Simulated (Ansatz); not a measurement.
Given:

Starting cell, Mg (hcp, Mg type):

```
Mg
1.0
    6.37233     0.00000     0.00000
   -1.59308     2.75930     0.00000
    0.00000     0.00000     5.22349
Mg
4
Cartesian
  0.00000   1.83953   3.91762
  3.18616   1.83953   3.91762
  1.59308   0.91977   1.30587
  4.77925   0.91977   1.30587
```

In each cell atom 2 (Mg, nearest neighbour Mg at 3.186 Å; its periodic images, 3.2 Å or more away, move with it) moves by s·(1.000, 0.000, 0.000) (along Cartesian x), the rest being held.

The numbers are results of PBE (plane waves to 420 eV, PAW, scalar-relativistic; Ansatz, a program for electronic structure), not measurements. k mesh 7×14×7 (Γ-centred), Fermi-Dirac smearing 0.05 eV. Energies are smeared free energies. With partly filled bands, energies and forces of such displacements shift with the k mesh and the smearing. Mg was relaxed with its symmetry unable to fall. The PAW data are Ansatz's earlier set. ΔE is measured from the undisplaced structure.

The scan covers s from -0.960 to 0.960 Å in 11 points.

Task: Is this a single well or a double well?

Result: A single well with its minimum at or next to zero displacement.

Task: What force acts on the atom along the line at s = -0.960 Å?

Result: 4.50 eV/Å.

Task: What is the energy change at s = 0.960 Å?

Result: 1597 meV/cell.

Task: What is the force constant k = d²E/ds² of this move at s = 0?

Result: 2.41 eV/Å².

(A displaced cell: forces are minus the slopes of the energy, force constants its curvatures, and phonons follow from these.)
